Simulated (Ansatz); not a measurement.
K2PtC2:
```
CELL_PARAMETERS angstrom
      5.09782     0.00000     0.00000
     -2.54891     4.41484     0.00000
      0.00000     0.00000     5.19088
ATOMIC_POSITIONS crystal
  K  0.33333 0.66667 0.77455
  K  0.66667 0.33333 0.22545
  Pt 0.00000 0.00000 0.50000
  C  0.00000 0.00000 0.87734
  C  0.00000 0.00000 0.12266
```

Plane-wave PAW PBEsol (Ansatz code) gives a gap of 0.87 eV without spin–orbit coupling, maximum at A, minimum at L.

What happens when spin–orbit coupling is switched on?

The gap decreases by 0.26 eV, to 0.61 eV; maximum at A, minimum at L.

Give the electron effective mass with spin–orbit coupling.

0.099, 0.59, 0.88 mₑ (principal values).

Give the hole effective mass with spin–orbit coupling.

0.15, 15, 15 mₑ (principal values).

Space group P-3m1. The workflow started from a Materials Project entry (that database holds measured and hypothetical structures alike); the Crystallography Open Database copy checked does not list it. Whether it is the stable phase at ambient conditions was not checked. The cell was relaxed with PBEsol under the symmetry of its start; its stability against distortions is not shown here. The run is not spin-polarised.

Potentials: the later of the program's two PAW sets.
